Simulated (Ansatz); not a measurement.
Relaxed-ion elastic tensor of ScPd3N (anti-perovskite, space group No. 221) in GPa (Voigt order), the program Ansatz at the PBEsol level (PAW); density 8.83 g/cm³, 14.23 Å³ per atom.

```csv
,1,2,3,4,5,6
1,298,124,124,0.0,0.0,0.0
2,124,298,124,0.0,0.0,0.0
3,124,124,298,0.0,0.0,0.0
4,0.0,0.0,0.0,14.2,0.0,0.0
5,0.0,0.0,0.0,0.0,14.2,0.0
6,0.0,0.0,0.0,0.0,0.0,14.2
```

### Question
Is the crystal mechanically stable?

### Answer
Yes: the smallest eigenvalue of C is 14.2 GPa.

### Question
Work out the Voigt, Reuss and Hill averages.

### Answer
K_V = 182, K_R = 182, K_H = 182; G_V = 43.2, G_R = 21.4, G_H = 32.3 GPa.

### Question
Give Young's modulus, Poisson's ratio, Pugh's ratio and the universal anisotropy index.

### Answer
E = 9KG/(3K + G) = 91.4 GPa; ν = 0.42; K/G = 5.65 (ductile by the Pugh limit of 1.75); A_U = 5G_V/G_R + K_V/K_R − 6 = 5.11.

### Question
Estimate the sound speeds and the Debye temperature.

### Answer
v_l = √((K + 4G/3)/ρ) = 5050 m/s, v_t = √(G/ρ) = 1910 m/s, mean 2170 m/s; Θ = (h/k)(3n/4πV)^(1/3) v_m = 266 K.

### Question
Give the Zener ratio and Young's modulus along [100], [110] and [111].

### Answer
A = 2C44/(C11 − C12) = 0.16; 1/E = S11 − 2(S11 − S12 − S44/2)Γ with Γ = 0, 1/4, 1/3 gives 224, 52.2, 41.6 GPa.

Space group Pm-3m (anti-perovskite). The start of the workflow was typed in or built on a structure type; neither database checked (COD, Materials Project) lists it. Whether it is the stable phase at ambient conditions was not checked. The cell was relaxed with PBEsol under the symmetry of its start; phonons show weakly imaginary modes. No spin polarisation was allowed. As this level gives no gap, shear constants depend on the k-mesh and smearing (Fermi–Dirac, 0.1 eV here).

Potentials: the later of the program's two PAW sets.
